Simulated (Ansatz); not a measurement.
Given:

Starting cell, Sc (hcp, Mg type):

```xyz
2
Lattice="3.3195 0.0000 0.0000 -1.6597 2.8748 0.0000 0.0000 0.0000 5.1664" Properties=species:S:1:pos:R:3 pbc="T T T"
Sc     0.0000     1.9165     3.8748
Sc     1.6597     0.9583     1.2916
```

Two-dimensional scan of atom 1 (Sc, nearest neighbour Sc at 3.217 Å; its periodic images, 3.3 Å or more away, move with it): u runs along (0.707, 0.707, 0.000), v along (0.000, 0.000, 1.000) (Cartesian). Cell and other atoms are fixed.

Method: PBE (plane waves to 420 eV, PAW, scalar-relativistic; Ansatz, an electronic-structure program). k mesh 13×13×7 (Γ-centred), Fermi-Dirac smearing 0.05 eV. Energies are smeared free energies. With partly filled bands, energies and forces of such displacements shift with the k mesh and the smearing. Sc is run without spin polarisation. Sc was relaxed with its symmetry unable to fall. The PAW data are Ansatz's earlier set. The zero of ΔE is the undisplaced structure. Axes are in Å.

The scan covers u from -0.480 to 0.480 Å in 7 points and v from -0.480 to 0.480 Å in 7 points.

Task: In which direction of the plane is the atom held most weakly?

Result: Along u.

Task: What are the two principal curvatures of the energy at the centre?

Result: 1.5 and 4.2 eV/Å².

(A displaced cell: forces are minus the slopes of the energy, force constants its curvatures, and phonons follow from these.)
